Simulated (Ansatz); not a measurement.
# Ni (Fm-3m): the volume from the results

The reference geometry is a structure as deposited in COD; nothing is relaxed.

Functional, mesh and filling: LDA, 16×16×16 k mesh, Fermi–Dirac smearing of 0.1 eV. PAW means Ansatz 0.2.0 on its default frozen-core files. Site moments are integrated in spheres about the atoms.

The input and its command:

```yaml
crystal:
  lattice:
    - [0.0, 1.761935, 1.761935]
    - [1.761935, 0.0, 1.761935]
    - [1.761935, 1.761935, 0.0]
  atoms:
    - { symbol: Ni, position: [0.0, 0.0, 0.0], spin: 1.5 }
magnetization:
  spin_polarized: true
kpoints:
  mp_grid: { grid: [16, 16, 16] }
scf:
  occupations: { method: fermi_dirac, width: 0.1 }
hamiltonian:
  xc: lda
  pseudopotentials: { kind: paw }
output:
  forces: true
  stress: true
  eigenvalues: true
  populations: true
  write_density: true
  write_potential: true
  elf: true
  volumetric_format: npy
```

Command: `ansatz run input.yaml --threads 1 --pin off --max-ram 3072MiB --backend cpu --events-out ev --progress --plain --runs-dir out`

The cell is scaled evenly, and every run starts from the same moments. Some of the runs:

| V/V₀ | cell moment (μB) | largest site moment (μB) | F − F(V₀) (meV/atom) |
| --- | --- | --- | --- |
| 0.86 | 0.55 | 0.58 | -18 |
| 1 | 0.59 | 0.62 | 0 |
| 1.25 | 0.68 | 0.71 | 510 |

**Question.** Another run of the series gave cell moment (μB) = 0.57, largest site moment (μB) = 0.59, F − F(V₀) (meV/atom) = -54. At which V/V₀ was it made?
A. 1.04
B. 0.66
C. 0.8
D. 0.92
E. 0.96
F. 0.74
G. 1.1

**Answer.** D. V/V₀ = 0.92.

**Question.** Another run of the series gave cell moment (μB) = 0.58, largest site moment (μB) = 0.60, F − F(V₀) (meV/atom) = -38. At which V/V₀ was it made?
A. 0.74
B. 0.66
C. 0.96
D. 0.92
E. 1.1
F. 1.04
G. 0.8

**Answer.** C. V/V₀ = 0.96.

The whole series:

```
V/V₀  cell moment (μB)  largest site moment (μB)  F − F(V₀) (meV/atom)
0.66              0.46                      0.47                  1130
0.74              0.52                      0.53                   400
 0.8              0.54                      0.56                   118
0.86              0.55                      0.58                   -18
0.92              0.57                      0.59                   -54
0.96              0.58                      0.60                   -38
   1              0.59                      0.62                     0
1.04              0.60                      0.63                    56
 1.1              0.62                      0.65                   165
1.25              0.68                      0.71                   510
```

The PAW files were made with PBE; the program remakes their cores once for the run's functional and then keeps them frozen. Under strong compression frozen cores are worth checking against an all-electron run. The magnetic state is the one that this cell and start allow. It needn't be the compound's measured order, which may need a larger cell or be absent.
